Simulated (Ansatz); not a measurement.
# Static calculation, Ca

System: Ca (fcc type), 1 atom in the cell.

Ansatz input (lattice in Å, positions in fractions of it)
```yaml
crystal:
  lattice:
    - [0, 2.76, 2.76]
    - [2.76, 0, 2.76]
    - [2.76, 2.76, 0]
  atoms:
    - { symbol: Ca, position: [0, 0, 0] }
kpoints:
  mp_grid: { grid: [12, 12, 12] }
hamiltonian:
  xc: pbe
  pseudopotentials: { kind: paw, source: ansatz }
scf:
  occupations: { method: fermi_dirac, width: 0.1 }
  convergence: { dr2_threshold: "1e-10 eV" }
  max_iter: 300
  n_bands: 21
output:
  forces: true
  stress: true
  eigenvalues: true
```

All numbers below come from PBE, plane waves, PAW datasets (earlier set, tuned by hand) in Ansatz.

What the run gave

* Plane-wave cutoff used: 520 eV
* Pressure: 0.07 GPa
* Smearing term TS: 41.2 meV/atom
* Valence electrons: 10
* Irreducible k-points: 72
* CPU time: of the order of 4 core-seconds on a shared host

Stress tensor in GPa, compression positive:
```
0.07 0.00 0.00
0.00 0.07 0.00
0.00 0.00 0.07
```

The stress includes the program's correction for the finite plane-wave basis.
